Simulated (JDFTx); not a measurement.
System: Cu(110) (Fm-3m bulk; lattice of mp-30, not re-optimised at this level), 1x1 cell of 8 atoms in 8 planes, area 9.05 Å² a face, 8.8 Å between the outermost planes in a cell 24.9 Å high; k mesh 8×6×1, Fermi width 0.01 Ha, no spin polarisation.

All numbers are PBE, GBRV ultrasoft potentials, plane waves to 20/100 Ha results from a modified build of JDFTx, not measurements. Liquid on both sides: linear PCM (GLSSA13), water, 2 M NaF; nuclei fixed, outer atoms relaxed in vacuum. Potentials refer to SHE, placed 4.44 V below the bulk liquid's zero by convention. Both faces are the same ideal termination; reconstructions, overlayers and chemisorbed solvent are outside this model.

### Question
Predict the potential of zero charge and the surface charge against electrode potential.

### Answer
The potential of zero charge is -0.29 V vs SHE.

```tsv
U (V vs SHE)	μ (eV)	excess electrons per cell	σ (μC/cm², per face)	run
-0.45	-3.99	0.031	-2.7	fixed potential
-0.29	-4.15	0.000	0.0	neutral
0.00	-4.44	-0.062	5.5	fixed potential
0.20	-4.64	-0.110	9.8	fixed potential
0.40	-4.84	-0.165	14.6	fixed potential
0.41	-4.85	-0.169	15.0	fixed charge
```
